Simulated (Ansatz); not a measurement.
ScGe2P4, MA2Z4 (octahedral core, outer Z over the far inner Z)-type layer, relaxed and computed with two functionals in Ansatz (plane waves, PAW).

```
functional  a (Å)  thickness (Å)
----------  -----  -------------
PBE         3.686           9.77
r²SCAN+D4     ___            ___
```

Q: Fill in the missing entries.

A: 
- r²SCAN+D4, a (Å): 3.651
- r²SCAN+D4, thickness (Å): 9.68

Began spin-polarised and lost the moments: ScGe2P4, MA2Z4 (octahedral core, outer Z over the far inner Z)-type layer with PBE; ScGe2P4, MA2Z4 (octahedral core, outer Z over the far inner Z)-type layer with r²SCAN+D4. All cells were relaxed under the symmetry of their starts (and spin orders); stability against distortions was not tested throughout. Spin–orbit coupling is left out wherever it is not named. Constructed layers (a layer type filled with these elements): ScGe2P4, MA2Z4 (octahedral core, outer Z over the far inner Z)-type layer; ScGe2P4, MA2Z4 (octahedral core, outer Z over the far inner Z)-type layer.

Potentials: the later of the program's two PAW sets.

Ansatz (a first-principles code) is a plane-wave DFT program.
